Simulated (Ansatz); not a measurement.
Input file for Ansatz (a program for electronic structure):

Ansatz 0.2 input:
```yaml
crystal:
  lattice:
    - [4.6473539638, 0.0, 0.0]
    - [0.0, 4.6473539638, 0.0]
    - [0.0, 0.0, 4.6473539638]
  atoms:
    - { symbol: Sc, position: [0.0, 0.5, 0.5] }
    - { symbol: Sc, position: [0.5, 0.0, 0.5] }
    - { symbol: Sc, position: [0.5, 0.5, 0.0] }
    - { symbol: Sn, position: [0.0, 0.0, 0.0] }
    - { symbol: B, position: [0.5, 0.5, 0.5] }
kpoints:
  mp_grid: { grid: [9, 9, 9] }
hamiltonian:
  xc: r2scan
  pseudopotentials: { kind: paw }
scf:
  occupations: { method: gaussian, width: 0.05 }
checkpoint: { read: metal.run }
output: { write_density: true, elf: true, volumetric_format: npy }
basis: { fft_grid_basis: typed }
```

Output (shortened):

```
Pseudopotential: Sc, paw, valence charge 11
Pseudopotential: Sn, paw, valence charge 14
Pseudopotential: B, paw, valence charge 3
Functional definition: r2SCAN
Crystal: 5 atoms, lattice volume = 100.373 Å³
Basis set: ecut = 500 eV, 2517 PW (Γ), exchange–correlation on 144×144×144 points (64 copies of the dense FFT grid, shifted against one another)
Bands: 35, of which v1, the nominal top of the filled ones, is band 25 counted from 1 (24 counted from 0)
Symmetry: 48 space group operations
Space group: Pm-3m (ITA 221), of the structure as read, at distance tolerance 4.6e-5 Å
k-points: 35 of 729
Stability of the state it starts from, as read at its close in the unpolarized treatment …
iter 1 solved again at ethr=6.06e-8 eV; its pass at ethr=3.10e-3 eV (dr2=3.03e-5 eV) is discarded
SCF iter   1: F=—  HF=-12620.464179 eV  |F-HF|=—  |Δ(HF+E_count)|=         —  Δρ=1.64e-7  dr2=3.47e-11  dr2_τ=4.93e-12  ethr=6.06e-8  ⟨swp⟩=3.5  Hψ=7979  notcnv=0
preconditioner: auto → Kerker (q_TF=auto, 2.429 Å⁻¹)
SCF iter   2: F=-12620.464179 eV  HF=-12620.464179 eV  |F-HF|=0.00e0  |Δ(HF+E_count)|=   2.71e-8  Δρ=1.08e-7  dr2=1.43e-11  dr2_τ=4.27e-12  ethr=1.00e-12  ⟨swp⟩=6.5  Hψ=4470  notcnv=0
SCF 1 converged in 2 iterations: F = -12620.464179 eV  dr2 = 1.43e-11
SCF converged after 2 iterations
Free energy (F): -12620.464179 eV
Harris-Foulkes:  -12620.464179 eV  (|F-HF|=0.00e0)
Internal energy: -12620.462357 eV  (E = F + TS)
E sigma→0 (E₀):  -12620.463268 eV
Entropy (-TS):   -0.001822 eV (-0.364 meV/atom)
Fermi energy:    10.358089 eV
--- Per-component energies (eV) ---
  E_band       = -573.811106
  E_kinetic    = 1020.042064
  E_local      = -3258.110013  (includes V_loc(G=0)·N_el)
  E_nonlocal   = 222.673451
  E_hartree    = 1356.573081
  E_xc         = -708.320482
  E_vxc        = -573.100193  (∫ρ·V_xc dr)
  E_paw        = -7133.758714  (= ΣΔE_a)
  E_vpaw       = -735.061105  (= ΣTr[D̂ρ^β])
  E_aug_tail   = 0.000013  (compensation charges beyond the density's cutoff)
  E_vtau       = 36.598390  (kinetic-family band-sum trace: ∫τ·v_τ [+ j·A + Jᵃ·Aᵃ] dr)
  E_ewald      = -4119.563160
  E_core_change = 0.001402  (= ΣΔE_core)
  E_smearing   = -0.001822  (= −TS)
  E_closure    =  0.000000  (closes the sum)
  Σ components = -12620.464179   (vs F -12620.464179, Δ=0.00e0)
  [band-id]    e_kinetic+e_local+e_nonlocal+2·e_hartree+e_vxc+e_vpaw+e_augmentation_tail+e_vtau = -573.811230   (vs E_band -573.811106, Δ=-1.24e-4)
--- Band table (eV; the first three rows and the last of 35) ---
  k-point 0: bands = ["-41.0231", "-40.9643", "-40.9643", "-18.8111", "-18.8111", "-18.8111", "-18.7104", "-18.7104", "-18.7104", "-18.4213", "-18.4213", "-18.4213", "-10.9488", "-10.9488", "-10.9488", "-10.9465", "-10.9465", "1.4522", "3.7761", "9.2696", …
  k-point 1: bands = ["-41.0216", "-40.9659", "-40.9643", "-18.8072", "-18.8072", "-18.8064", "-18.7119", "-18.7119", "-18.7110", "-18.4276", "-18.4240", "-18.4240", "-10.9488", "-10.9485", "-10.9485", "-10.9461", "-10.9455", "1.5396", "3.7931", "8.6825", …
  k-point 2: bands = ["-41.0171", "-40.9704", "-40.9643", "-18.7964", "-18.7964", "-18.7939", "-18.7164", "-18.7164", "-18.7126", "-18.4442", "-18.4307", "-18.4307", "-10.9487", "-10.9476", "-10.9476", "-10.9453", "-10.9431", "1.7925", "3.8024", "7.9169", …
  k-point 34: bands = ["-40.9849", "-40.9831", "-40.9831", "-18.8443", "-18.8430", "-18.8430", "-18.7462", "-18.6320", "-18.6320", "-18.6308", "-18.3433", "-18.3433", "-10.9511", "-10.9511", "-10.9511", "-10.9349", "-10.9349", "3.3342", "5.1269", "7.3345", …
```

Cost: about 12 core-seconds (a rough figure) on shared cores.

The workflow started from an entry of the Crystallography Open Database (COD). Whether it is the stable phase at ambient conditions was not checked. The r²SCAN relaxation kept the symmetry of its start; its stability against distortions is not shown here. The run is not spin-polarised. Scalar-relativistic: spin–orbit coupling is off unless named, which matters more the heavier the elements.

Potentials: the later of the program's two PAW sets.

Ansatz is a plane-wave DFT program.
